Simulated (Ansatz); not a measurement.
BaGe2:
```cif
data_Ba4Ge8
_chemical_formula_sum 'Ba4 Ge8'
_space_group_name_H-M_alt 'I41/amd :1'
_space_group_IT_number 141
_space_group_name_Hall 'I 4bw 2bw -1bw'
_cell_length_a 4.72039
_cell_length_b 4.72039
_cell_length_c 14.59523
_cell_angle_alpha 90.000
_cell_angle_beta 90.000
_cell_angle_gamma 90.000
loop_
_atom_site_label
_atom_site_type_symbol
_atom_site_symmetry_multiplicity
_atom_site_Wyckoff_symbol
_atom_site_fract_x
_atom_site_fract_y
_atom_site_fract_z
_atom_site_occupancy
Ba1 Ba 4 a 0.00000 0.00000 0.00000 1
Ge1 Ge 8 e 0.00000 0.00000 0.41614 1
```
(The calculation used a cell of 6 atoms; values per cell refer to that cell.)

Relaxed at zero pressure with plane-wave PAW PBEsol (Ansatz code).

### Question
The volume is raised by 6 % and shape and atoms relax at that volume. What pressure results, and how do the axes share the change?

### Answer
-2.3 GPa; a 2.2 %, b 2.2 %, c 1.5 %; the energy rises by 12 meV/atom.

### Question
Give the new structure.

### Answer

Space group I4₁/amd, origin choice 1 (No. 141); a = 4.8230 Å, b = 4.8230 Å, c = 14.8198 Å, α = 90.00°, β = 90.00°, γ = 90.00°

| atom | site | symmetry | x | y | z |
|---|---|---|---|---|---|
| Ba | 4a | -4m2 | 0.0000 | 0.0000 | 0.0000 |
| Ge | 8e | 2mm. | 0.0000 | 0.0000 | 0.4165 |

The phase is kept; no other phase was compared at this pressure.

Space group I4_1/amd. The workflow started from an entry of the Crystallography Open Database (COD). Whether it is the stable phase at ambient conditions was not checked. The cell was relaxed with PBEsol under the symmetry of its start; whether a distortion lowers the energy is not shown. Spin–orbit coupling is left out wherever it is not named.

Potentials: the later of the program's two PAW sets.
